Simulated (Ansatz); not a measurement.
## Si₂Mo: field gradients at two levels of theory

Cell: a structure deposited in the COD, its atoms then relaxed with PBE in this cell.

```
CELL_PARAMETERS angstrom
-1.60000 1.60000 3.93050
1.60000 -1.60000 3.93050
1.60000 1.60000 -3.93050
ATOMIC_POSITIONS crystal
Si 0.33493 0.33493 0.00000
Si 0.66507 0.66507 0.00000
Mo 0.00000 0.00000 0.00000
```

Atoms are numbered from 1 in the order listed; like atoms form one site, named after its first atom.

First run. All values are calculated (Ansatz; DFT, PBE, plane waves and PAW, scalar-relativistic, 420 eV cutoff, Γ-centred 20×20×20 k-points, Fermi–Dirac smearing 0.05 eV), not measured.

| site | atom | V_zz (10²¹ V/m²) | η |
| --- | --- | --- | --- |
| Si | 1 | -1.08 | 0.00 |
| Mo | 3 | -5.84 | 0.00 |

Second run. The same atoms and settings, except that spin–orbit coupling is included (fully relativistic PAW files).

**Question.** What does the second run give?

**Answer.** 

| site | atom | V_zz | η | change of V_zz |
| --- | --- | --- | --- | --- |
| Si | 1 | -1.07 | 0.00 | +0.01 |
| Mo | 3 | -5.84 | 0.00 | 0.00 |

No V_zz moves by more than 0.01.

The run finds no gap above 0.1 eV (a metal, or nearly one), so the gradients can move by 10 % or more with the k-mesh.
